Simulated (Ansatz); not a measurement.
Mg₂Si:
```xyz
6
Lattice="5.8223 0.0000 0.0000 0.0000 5.8223 0.0000 0.0000 0.0000 5.8223" Properties=species:S:1:pos:R:3 pbc="T T T"
Mg     4.3667     4.3667     4.3667
Mg     4.3667     1.4556     1.4556
Mg     1.4556     4.3667     1.4556
Mg     1.4556     1.4556     4.3667
Si     0.0000     0.0000     0.0000
Si     2.9111     2.9111     2.9111
```

Relaxed with PBE. Special points in fractions of this cell's reciprocal vectors: Γ (0.000, 0.000, 0.000); X (0.000, 0.500, 0.000); M (0.500, 0.500, 0.000); R (0.500, 0.500, 0.500).

Task: List the band energies nearest the valence-band maximum at these points for PBE in the plane-wave PAW code Ansatz.

Result: In eV from the valence-band maximum; about four levels below and three above (degenerate sets whole), none deeper than 8.9 eV; points with the same levels are listed once.

```
k                                below                above
-  -----------------------------------  -------------------
Γ     -1.71 -1.71 -1.71 0.00 0.00 0.00       0.31 0.58 0.58
X              -1.28 -1.28 -0.55 -0.55  1.62 1.62 2.70 2.70
M              -0.76 -0.76 -0.19 -0.19  0.95 0.95 2.39 2.39
R  -2.21 -2.21 -2.21 -1.52 -1.52 -1.52       3.17 3.17 3.17
```

Space group Pn-3m. The cell is a constructed one: a structure type filled with these elements; neither database checked (COD, Materials Project) lists it. It is not the phase usual at ambient conditions (space group No. 225). Symmetry was held in the PBE relaxation; whether a distortion lowers the energy is not shown.

Potentials: the later of the program's two PAW sets.
